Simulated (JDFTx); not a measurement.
Unstrained cell:

System: PtS2 monolayer (P-3m1 bulk; lattice of mp-762, not re-optimised at this level), 1x1 cell of 3 atoms in 3 planes (S outermost), area 10.91 Å² a face, 2.5 Å between the outermost planes in a cell 18.5 Å high; k mesh 12×12×1, Fermi width 0.003 Ha, no spin polarisation. Whether this polymorph is the ambient one wasn't checked. A free-standing single layer at the bulk's in-plane lattice is a model cell.

Computed with a modified build of JDFTx: PBE, GBRV ultrasoft potentials, plane waves to 20/100 Ha. The in-plane lattice is scaled by the biaxial strain ε at a fixed k mesh and cell height, and all atoms off the mid-plane are relaxed in vacuum within the cell's symmetry. Zero strain is the lattice given, not this level's minimum.

The edges are Kohn-Sham levels on this k mesh, not quasiparticle energies. Spin-orbit coupling is left out, which can move the edges for the heavier elements here. Edges are counted from the vacuum level.

| k point of the edge (reduced) | ε (%) | conduction edge (eV) |
|---|---|---|
| 0.250 0.250 | -4 | -4.51 |
| 0.250 0.250 | -2 | -4.47 |
| 0.000 0.250 | -1 | -4.51 |
| 0.000 0.250 | 0 | -4.56 |
| 0.000 0.250 | 1 | -4.60 |
| 0.000 0.250 | 2 | -4.66 |
| 0.000 0.250 | 4 | -4.76 |

The k point changes between ε = -2 and -1 %, so one smooth fit doesn't hold across the range: the values follow whichever valley is the extreme one on this mesh.
